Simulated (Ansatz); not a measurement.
ZrO2:
```
ZrO2
1.0
    5.18927     0.00000     0.00000
    0.00000     5.24175     0.00000
   -0.90378     0.00000     5.30262
Zr O
4 8
Direct
  0.72429   0.95615   0.78985
  0.27571   0.04385   0.21015
  0.27571   0.45615   0.71015
  0.72429   0.54385   0.28985
  0.06488   0.17384   0.85019
  0.93512   0.82616   0.14981
  0.93512   0.67384   0.64981
  0.06488   0.32616   0.35019
  0.54892   0.25674   0.02471
  0.45108   0.74326   0.97529
  0.45108   0.75674   0.47529
  0.54892   0.24326   0.52471
```

The program Ansatz at the PBE level (PAW) gives a gap of 3.66 eV without spin–orbit coupling, maximum at Γ, minimum at Y2.

**Question.** What happens when spin–orbit coupling is switched on?

**Answer.** The gap hardly moves, to 3.66 eV; maximum at Γ, minimum at Y2.

**Question.** Give the hole effective mass with spin–orbit coupling.

**Answer.** 2.8 along y, 1.4 along z (mₑ).

Space group P2_1/c. Symmetry was held in the PBE relaxation. The run is not spin-polarised.

Potentials: the earlier of the program's two PAW sets.
